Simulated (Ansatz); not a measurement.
## Run on Fe (Fmmm) — parallel moments

Level of theory: Ansatz 0.2.0, DFT, r2SCAN, PAW with Ansatz's default frozen-core files, scalar-relativistic.

Command: `ansatz run input.yaml --threads 1 --pin off --max-ram 3072MiB --backend cpu --events-out ev --progress --plain --runs-dir out`

```yaml
crystal:
  lattice:
    - [0.0, -1.9417396906, 1.9651051623]
    - [0.0, 1.9417396906, 1.9651051623]
    - [-2.9968794198, 0.0, 0.0]
  atoms:
    - { symbol: Fe, position: [0.0, 0.0, 0.0], spin: 3.0 }
    - { symbol: Fe, position: [0.5, 0.5, 0.5], spin: 3.0 }
magnetization:
  spin_polarized: true
kpoints:
  mp_grid: { grid: [9, 9, 9] }
scf:
  occupations: { method: fermi_dirac, width: 0.1 }
  lower_state_search: "off"
hamiltonian:
  xc: r2scan
  pseudopotentials: { kind: paw }
output:
  forces: true
  stress: true
  eigenvalues: true
  populations: true
```

The program prints:

```
Engine: ansatz 0.2.0
Pseudopotentials: kind: paw
Pseudopotential: Fe, paw, valence charge 16, recommended cutoff 500 eV (meta_gga), Fe.paw.azcp
Functional definition: r2SCAN
  parameter k0 = 0.174
  parameter k1 = 0.065
  parameter a1 = 4.9479
  exchange = r2scan_x(k0 = k0, k1 = k1, a1 = a1)
  correlation = r2scan_c
Crystal: 2 atoms, lattice volume = 22.871 Å³
Basis set: ecut = 500 eV, 571 PW (Γ), exchange–correlation on 96×96×96 points (64 copies of the dense FFT grid, shifted against one another)
Bands: 23, of which v1, the nominal top of the filled ones, is band 16 counted from 1 (15 counted from 0)
Symmetry: 16 space group operations
Space group: Fmmm (ITA 69), of the structure as read, at distance tolerance 2.8e-5 Å
Magnetic group: BNS 69.521 (UNI 619), of the structure as read, at distance tolerance 2.8e-5 Å
k-points: 125 of 729
Non-local potential: Fe, projectors of the file, l = 0: 3, l = 1: 2, l = 2: 3, l = 3: 1
PAW form: soft (Blöchl's): semilocal exchange-correlation on the pseudo side does not see the compensation charge
PAW frozen core: Fe, regenerated for the run's functional (the file was generated under x = pbe(κ = 0.804, μ = 0.2195149727645171), c = pbe(β = 0.06672455060314922))
PAW one-centre angular grid: Fe, 590 points (default); XC on 160 Gauss nodes
Initial density: superposition of atomic densities (chi_scale 0.1, normalization cell)
Starting moments: Σ|m| = 6 μB on 2 of 2 sites
Initial wavefunctions: pseudopotential atomic-orbital guess
Functional: x = r2scan, c = r2scan; τ floored in thin density (d = 2e-4 eV/Å³)
iter 1 solved again at ethr=1.53e-3 eV; its pass at ethr=3.10e-3 eV (dr2=4.91e-1 eV) is discarded
SCF iter   1: F=-8971.373675 eV  HF=-8971.319617 eV  |F-HF|=5.41e-2  |Δ(HF+E_count)|=         —  Δρ=5.25e-2 (↑1.73e-2 ↓5.25e-2)  dr2=4.92e-1  dr2_τ=1.31e-2  dr2_m=1.38e-1  M=5.372 μB ∫|m|=5.533 μB  β_m=1.20  ethr=1.53e-3  ⟨swp⟩=1.0  Hψ=31571  notcnv=0
Mixer restart at iter 1: flushing history
preconditioner: auto → none  [metal: Δε(μ)=0.008 eV  Ē_g=9.586 eV  σ=0.100 eV  W_gap=0.02  n_scr=6 (ndim 8)  ℏωp=31.1 eV  f_vac=0.000  D(μ)=1.51/eV (n_scr^D=18)  sad-step TF]
[...]
  E_paw        = -2758.610774  (= ΣΔE_a)
  E_vpaw       = -643.986153  (= ΣTr[D̂ρ^β])
  E_aug_tail   = 0.000505  (compensation charges beyond the density's cutoff)
  E_vtau       = 24.188548  (kinetic-family band-sum trace: ∫τ·v_τ [+ j·A + Jᵃ·Aᵃ] dr)
  E_ewald      = -4725.769958
  E_core_change = -0.578950  (= ΣΔE_core)
  E_smearing   = -0.046502  (= −TS)
  E_closure    = 0.000000  (closes the sum)
  Σ components = -8971.776403   (vs F -8971.776403, Δ=0.00e0)
--- Forces (eV/Å), atoms counted from 1 ---
  atom   1  Fe     0.00000000    -0.00000000     0.00000000
  atom   2  Fe     0.00000000    -0.00000000     0.00000000
  max |Σ_I F_I| component: 7.45e-29 eV/Å
--- Stress (GPa, compression-positive) ---
        2.453223       0.000000       0.000000
        0.000000       9.128333       0.000000
        0.000000       0.000000       7.908585
  P = ⅓ Tr σ = 6.4967 GPa (64.967 kbar)
--- Band table (eV; the first three rows and the last of 250) ---
  k-point 0 ↑: bands = ["-73.7643", "-73.6352", "-38.5268", "-38.4928", "-38.4856", "-38.2407", "-38.2084", "-38.1954", "9.5935", "12.8111", "12.9910", "15.1703", "15.2396", "15.5402", "16.3103", "16.6938", "17.5439", "17.7080", "17.8404", "26.3929", "29.5021", "29.5137", "33.0267"]
  k-point 1 ↑: bands = ["-73.7602", "-73.6389", "-38.5208", "-38.4850", "-38.4771", "-38.2481", "-38.2165", "-38.2095", "9.8296", "12.9064", "13.0842", "15.1991", "15.2632", "15.5975", "16.2042", "16.6940", "17.4801", "17.5460", "17.6682", "24.9818", "29.9136", "29.9328", "34.3886"]
  k-point 2 ↑: bands = ["-73.7483", "-73.6494", "-38.5022", "-38.4626", "-38.4525", "-38.2695", "-38.2486", "-38.2401", "10.5117", "13.1481", "13.3550", "15.2943", "15.3437", "15.7633", "15.9004", "16.6981", "17.1357", "17.2327", "17.2976", "22.4183", "31.0640", "31.1010", "35.3772"]
  k-point 124 ↓: bands = ["-69.3974", "-69.3970", "-34.2645", "-34.2309", "-34.2146", "-34.1532", "-34.1197", "-34.0910", "16.4731", "16.4949", "16.6101", "16.6437", "16.7947", "16.8260", "21.2490", "21.2601", "21.3902", "21.3983", "26.1502", "27.2049", "27.4850", "29.1234", "29.4680"]
--- Löwdin populations: 2 sites ---
  site symbol       q [e]    m [muB]
     0     Fe     15.7438     2.7823
     1     Fe     15.7438     2.7823
  spilling = 0.016010 (of n_electrons = 32.000000)
```

populations.tsv:

```
# site	symbol	l	j	q_up	q_dn
# orbitals = lowdin
# n_electrons = 32.000000
# spilling = 0.016010
0	Fe	0_3S	-	0.992648	0.993073
0	Fe	0_4S	-	0.432833	0.511627
0	Fe	1_3P	-	2.998390	2.997908
0	Fe	2_3D	-	4.839210	1.978157
1	Fe	0_3S	-	0.992648	0.993073
1	Fe	0_4S	-	0.432833	0.511627
1	Fe	1_3P	-	2.998390	2.997908
1	Fe	2_3D	-	4.839210	1.978157
```

Site moments (μB): Fe1 2.78, Fe2 2.78. Cell moment 5.29 μB.

The magnetic group in the log treats spin as a scalar label, without spin–orbit coupling.

The PAW files were made with PBE; the program remakes their cores once for the run's functional and then keeps them frozen. The Ansatz runs typed with the search for lower states off end where their start leads. r²SCAN is known to give itinerant transition metals moments and polarisation energies that are too large. None of this fixes the real material's magnetic order: only patterns that fit the cell were computed, at zero temperature, with a functional that can overstate moments.

It took 32 s on 1 thread of Arm Neoverse V1, with other jobs on the host, peak memory 0.45 GiB.
